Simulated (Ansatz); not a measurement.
The numbers come from plane-wave PAW DFT (Ansatz): PBE, no spin polarisation, 420 eV, 5×5×8 Γ-centred k points, methfessel-paxton occupations (width 0.0118 eV). Nothing was relaxed.

Computed maps in the lattice plane spanned by a (left to right, 6.10 Å, 18 points from zero) and b (bottom to top, 6.10 Å, 18 points from zero), 120° apart, at height 0.000 along c. The fields are smooth PAW ones with compensation charges, not the true ones near nuclei.

Valence density. Digits on a logarithmic scale: 0 up to 0.03 e/Å³, each further digit a factor of 1.6, 9 from 1.3 e/Å³ up:
```
456767765444444555
556777666554456665
445666777655677765
444567999766766764
344579999767756754
345699999767777644
445799997666776544
446799976556666554
456777654456777654
566665544467999765
677654444579999766
777644345699999767
567543445799997677
676444456799976676
765445666777655677
655567776665544566
545676776544444455
456765765444334454
```

ELF. Ten even steps from '0' (0.00) to '9' (0.72):
```
249614964322224542
258889866543478984
247888777766886895
124677767778810684
123676226789401872
124772627789448842
125762267668998632
236776776446887642
246777753246777753
468876422367767764
899863212576226766
448842124772627789
018721236762267894
068412467776777881
895247888777766886
842588898665434789
224961496432222454
128800484221111222
```

The cell is CoBAs. Which atoms lie within 0.2 Å of this plane, and where (fractions of a and b)?

B at (0.26, 0.00), B at (0.74, 0.74), B at (0.00, 0.26), As at (0.33, 0.67), As at (0.67, 0.33). The whole cell:
```
Co B As
1.0
     6.09681    0.00000    0.00000
    -3.04840    5.27999    0.00000
     0.00000    0.00000    3.38176
Co B As
3 3 3
Direct
  0.59400 0.00000 0.50000
  0.40600 0.40600 0.50000
  0.00000 0.59400 0.50000
  0.25700 0.00000 0.00000
  0.74300 0.74300 0.00000
  0.00000 0.25700 0.00000
  0.00000 0.00000 0.50000
  0.33330 0.66670 0.00000
  0.66670 0.33330 0.00000
```

Origin: a known structure type with other elements, at an estimated volume, so it need not be a known compound. Caveats: no spin polarisation, so a magnetic state may lie lower.
